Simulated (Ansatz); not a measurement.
Input:

AlB2W2:
```cif
data_Al2B4W4
_chemical_formula_sum 'Al2 W4 B4'
_space_group_name_H-M_alt 'Cmmm'
_space_group_IT_number 65
_space_group_name_Hall '-C 2 2'
_cell_length_a 3.07757
_cell_length_b 11.53158
_cell_length_c 3.12288
_cell_angle_alpha 90.000
_cell_angle_beta 90.000
_cell_angle_gamma 90.000
loop_
_atom_site_label
_atom_site_type_symbol
_atom_site_symmetry_multiplicity
_atom_site_Wyckoff_symbol
_atom_site_fract_x
_atom_site_fract_y
_atom_site_fract_z
_atom_site_occupancy
Al1 Al 2 a 0.00000 0.00000 0.00000 1
W1 W 4 j 0.50000 0.14375 0.50000 1
B1 B 4 i 0.00000 0.20523 0.00000 1
```
(The calculation used a cell of 5 atoms; values per cell refer to that cell.)

This is the r²SCAN-relaxed structure.

### Question
All from r²SCAN in the plane-wave PAW code Ansatz, unless another level is named. Estimate the electronic character.

### Answer
metallic (no gap).

### Question
And the density of states at the Fermi level?

### Answer
0.32 states/eV per atom (mean over ±0.08 eV).

### Question
Predict the formation energy from the elements (no fitted shifts).

### Answer
-0.30 eV/atom.

The start of the workflow was typed in or built on a structure type; neither database checked (COD, Materials Project) lists it. Whether it is the stable phase at ambient conditions was not checked. The cell was relaxed with r²SCAN under the symmetry of its start; whether a distortion lowers the energy is not shown. The run is not spin-polarised. The references are the lowest solids computed at this level, not always the standard phases. Scalar-relativistic: spin–orbit coupling is off unless named, which matters more the heavier the elements.

Potentials: the earlier of the program's two PAW sets.
